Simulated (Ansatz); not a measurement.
PbSe (rock salt), scan of one atom of the cell

PbSe (rock salt)

```
PbSe
1.0
    0.00000     3.10888     3.10888
    3.10888     0.00000     3.10888
    3.10888     3.10888     0.00000
Se Pb
1 1
Direct
  0.00000   0.00000   0.00000
  0.50000   0.50000   0.50000
```

In each cell atom 2 (Pb, nearest neighbour Se at 3.109 Å; its periodic images, 4.4 Å or more away, move with it) moves by s·(0.000, 0.000, 1.000) (along Cartesian z), the rest being held.

These are PBE (plane waves to 420 eV, PAW, scalar-relativistic; Ansatz, a program for electronic structure) values and carry that method's errors. k mesh 8×8×8 (Γ-centred), Fermi-Dirac smearing 0.05 eV. Energies are smeared free energies. Compression counts positive. F∥ is the force on the atom along that direction. PbSe was relaxed with its symmetry unable to fall. Spin-orbit coupling is left out, though Pb is heavy. ΔE is measured from the undisplaced structure.

```tsv
s (Å)	ΔE (meV/cell)	F∥ (eV/Å)	P (GPa)
-0.310	35.9	0.403	1.27
-0.248	16.7	0.227	0.78
-0.186	6.5	0.111	0.43
-0.124	1.9	0.044	0.18
-0.062	0.3	0.012	0.04
0.000	0.0	0.000	-0.01
0.062	0.3	-0.012	0.04
0.124	1.9	-0.044	0.18
0.186	6.5	-0.111	0.43
0.248	16.7	-0.227	0.78
0.310	35.9	-0.403	1.27
```

Summary:

The energy at s = 0.310 Å is 35.9 meV/cell and the force along the line at s = -0.310 Å is 0.403 eV/Å. Symmetry of the curve: even: the same for both signs. Shape of the curve: a single well with its minimum at or next to zero displacement.

(For displaced atoms, the force is minus the slope of the energy, and its curvature is a force constant, which sets phonon frequencies.)
